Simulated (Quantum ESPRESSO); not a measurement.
# Au6TiIn: input and log of a self-consistent run

A calculation, not a measurement. The program is pw.x of Quantum ESPRESSO 7.5 (plane-wave density functional theory). The cell is made up: eight metal atoms on a face-centred cubic lattice, with elements, volume, strain and displacements drawn at random and not relaxed, so it may be unstable or far from any real phase. PseudoDojo standard norm-conserving files set the functional (PBE unless stated); there is no spin polarisation or spin-orbit coupling, the Fermi-Dirac width of 0.25 eV means electrons at about 2900 K, and the masses in the input are unused placeholders. Heavy elements are run without spin-orbit coupling, which real alloys of them have. A spin test at this wide smearing found no moment, but such smearing suppresses magnetism that the real alloy may have.

Input:

```
&control calculation='scf', pseudo_dir='./dojo.nc.sr.pbe.v0_5.standard.upf', outdir='./o', disk_io='medium', tprnfor=.true., tstress=.true. /
&system ibrav=0, nat=8, ntyp=3, nbnd=79, ecutwfc=84.00895049, nosym=.true., tot_charge=0,
 occupations='smearing', smearing='fd', degauss=0.0183746611
/
&electrons conv_thr=1.470e-08, electron_maxstep=70, mixing_beta=0.5 /
ATOMIC_SPECIES
Au 1.0 Au.upf
In 1.0 In.upf
Ti 1.0 Ti.upf
CELL_PARAMETERS angstrom
0.0 0.0 -4.253
4.253 0.0 0.0
0.0 -8.5058 0.0
ATOMIC_POSITIONS angstrom
Au -0.1539 -0.1601 0.0626
Au 0.0136 -4.0692 -0.1774
Ti 2.2156 -2.2292 0.0177
Au 2.1373 -6.5596 -0.0849
Au 0.1147 -2.1268 -2.0232
In -0.0536 -6.4674 -2.2433
Au 2.159 -0.0341 -2.0778
Au 1.9486 -4.2799 -2.2606
K_POINTS automatic
6 6 3 1 1 1
```

The log is shortened where brackets say so; the opening notice, blank lines, dates and the lines on written files are dropped, and the path of the files is cut. It prints rydbergs, bohrs and kilobars, and counts compression as positive stress. Its total energy is the free energy E - TS of the whole cell.

```
     Program PWSCF v.7.5
     Parallel version (MPI & OpenMP), running on       1 processor cores
     Number of MPI processes:                 1
     Threads/MPI process:                     1
     [start-up lines left out]
     bravais-lattice index     =            0
     lattice parameter (alat)  =       8.0370  a.u.
     unit-cell volume          =    1038.2514 (a.u.)^3
     number of atoms/cell      =            8
     number of atomic types    =            3
     number of electrons       =       139.00
     number of Kohn-Sham states=           79
     kinetic-energy cutoff     =      84.0090  Ry
     charge density cutoff     =     336.0358  Ry
     scf convergence threshold =      1.5E-08
     mixing beta               =       0.5000
     number of iterations used =            8  plain     mixing
     Exchange-correlation= PBE
                           (   1   4   3   4   0   0   0)
     [axes and pseudopotential details left out]
   Cartesian axes
     site n.     atom                  positions (alat units)
         1        Au     tau(   1) = (  -0.0361862  -0.0376440   0.0147190  )
         2        Au     tau(   2) = (   0.0031977  -0.9567834  -0.0417117  )
         3        Ti     tau(   3) = (   0.5209499  -0.5241477   0.0041618  )
         4        Au     tau(   4) = (   0.5025394  -1.5423466  -0.0199624  )
         5        Au     tau(   5) = (   0.0269692  -0.5000705  -0.4757113  )
         6        In     tau(   6) = (  -0.0126029  -1.5206678  -0.5274630  )
         7        Au     tau(   7) = (   0.5076417  -0.0080179  -0.4885493  )
         8        Au     tau(   8) = (   0.4581707  -1.0063249  -0.5315307  )
     number of k points=    54  Fermi-Dirac smearing, width (Ry)=  0.0184
                       cart. coord. in units 2pi/alat
        k(    1) = (   0.0833333  -0.0833353  -0.0833333), wk =   0.0370370
        k(    2) = (   0.0833333   0.2500059  -0.0833333), wk =   0.0370370
     [further k points left out]
     Dense  grid:   108113 G-vectors     FFT dimensions: (  48,  48,  96)
     Estimated max dynamical RAM per process >     196.03 MB
     Initial potential from superposition of free atoms
     starting charge     138.9938, renormalised to     139.0000
     Starting wfcs are   79 randomized atomic wfcs
     total cpu time spent up to now is       48.5 secs
     per-process dynamical memory:   107.6 Mb
     Self-consistent Calculation
     iteration #  1     ecut=    84.01 Ry     beta= 0.50
     Davidson diagonalization with overlap
     ethr =  1.00E-02,  avg # of iterations =  5.4
     total cpu time spent up to now is      170.6 secs
     total energy              =   -2029.04076441 Ry
     estimated scf accuracy    <       1.93161130 Ry
     iteration #  2     ecut=    84.01 Ry     beta= 0.50
     Davidson diagonalization with overlap
     ethr =  1.39E-03,  avg # of iterations =  7.3
     total cpu time spent up to now is      331.3 secs
     total energy              =   -2029.46089637 Ry
     estimated scf accuracy    <       9.36938844 Ry
     iteration #  3     ecut=    84.01 Ry     beta= 0.50
     Davidson diagonalization with overlap
     ethr =  1.39E-03,  avg # of iterations =  6.4
     total cpu time spent up to now is      484.6 secs
     total energy              =   -2030.05001607 Ry
     estimated scf accuracy    <       1.14747127 Ry
     iteration #  4     ecut=    84.01 Ry     beta= 0.50
     Davidson diagonalization with overlap
     ethr =  8.26E-04,  avg # of iterations =  2.5
     total cpu time spent up to now is      604.5 secs
     total energy              =   -2030.04676007 Ry
     estimated scf accuracy    <       0.25615853 Ry
     iteration #  5     ecut=    84.01 Ry     beta= 0.50
     Davidson diagonalization with overlap
     ethr =  1.84E-04,  avg # of iterations =  5.0
     total cpu time spent up to now is      775.8 secs
     total energy              =   -2029.98005510 Ry
     estimated scf accuracy    <       1.60217854 Ry
     [iterations 6 to 10 left out]
     iteration # 11     ecut=    84.01 Ry     beta= 0.50
     Davidson diagonalization with overlap
     ethr =  4.60E-07,  avg # of iterations =  2.2
     total cpu time spent up to now is     1465.0 secs
     total energy              =   -2030.12623084 Ry
     estimated scf accuracy    <       0.00000454 Ry
     iteration # 12     ecut=    84.01 Ry     beta= 0.50
     Davidson diagonalization with overlap
     ethr =  3.27E-09,  avg # of iterations =  5.5
     total cpu time spent up to now is     1554.3 secs
     total energy              =   -2030.12623153 Ry
     estimated scf accuracy    <       0.00000037 Ry
     iteration # 13     ecut=    84.01 Ry     beta= 0.50
     Davidson diagonalization with overlap
     ethr =  2.69E-10,  avg # of iterations =  2.2
     total cpu time spent up to now is     1657.1 secs
     total energy              =   -2030.12623158 Ry
     estimated scf accuracy    <       0.00000008 Ry
     iteration # 14     ecut=    84.01 Ry     beta= 0.50
     Davidson diagonalization with overlap
     ethr =  5.42E-11,  avg # of iterations =  2.0
     total cpu time spent up to now is     1751.6 secs
     total energy              =   -2030.12623158 Ry
     estimated scf accuracy    <       0.00000002 Ry
     iteration # 15     ecut=    84.01 Ry     beta= 0.50
     Davidson diagonalization with overlap
     ethr =  1.38E-11,  avg # of iterations =  3.2
     total cpu time spent up to now is     1862.3 secs
     End of self-consistent calculation
     [lines on levels left out]
!    total energy              =   -2030.12623158 Ry
     estimated scf accuracy    <          2.7E-09 Ry
     smearing contrib. (-TS)   =      -0.07418551 Ry
     internal energy E=F+TS    =   -2030.05204608 Ry
     The total energy is F=E-TS. E is the sum of the following terms:
     one-electron contribution =    -682.91373653 Ry
     hartree contribution      =     410.86670304 Ry
     xc contribution           =    -369.95899019 Ry
     ewald contribution        =   -1388.04602240 Ry
     convergence has been achieved in  15 iterations
     Forces acting on atoms (cartesian axes, Ry/au):
     atom    1 type  1   force =     0.02482304   -0.01332185    0.00118887
     atom    2 type  1   force =    -0.01362577   -0.02576439    0.03153283
     atom    3 type  3   force =    -0.01550509    0.00899227   -0.00214305
     atom    4 type  1   force =    -0.01059052    0.02704419    0.00381037
     atom    5 type  1   force =    -0.00700905    0.02072098   -0.02725747
     atom    6 type  2   force =     0.00608820    0.01444020    0.00511021
     atom    7 type  1   force =    -0.01406363   -0.02890533   -0.00678185
     atom    8 type  1   force =     0.02988282   -0.00320607   -0.00545991
     Total force =     0.085606     Total SCF correction =     0.000098
     Computing stress (Cartesian axis) and pressure
          total   stress  (Ry/bohr**3)                   (kbar)     P=      -31.61
  -0.00024591  -0.00001764  -0.00002257          -36.18       -2.59       -3.32
  -0.00001764  -0.00020193  -0.00003696           -2.59      -29.71       -5.44
  -0.00002257  -0.00003696  -0.00019670           -3.32       -5.44      -28.93
     init_run     :     45.43s CPU     48.34s WALL (       1 calls)
     electrons    :   1732.88s CPU   1813.89s WALL (       1 calls)
     forces       :     15.84s CPU     16.22s WALL (       1 calls)
     stress       :     50.76s CPU     52.65s WALL (       1 calls)
     [timing details left out]
     PWSCF        :  30m45.49s CPU  32m15.52s WALL
     JOB DONE.
```

In other units: free energy -27621.275 eV for the cell, pressure -3.16 GPa, largest force component 0.811 eV/Å in size. The run took 1937 s of wall time with one process on a shared machine (AMD EPYC, Zen 5, virtual cores), so the time is rough. A rerun of this cell at a higher cutoff and on a denser mesh moved values by no more than 0.006 eV in energy, 0.03 GPa in stress and 0.006 eV/Å in force, and a second program with other atomic files agreed on that cell to 2 % rms in force and 0.5 GPa in pressure.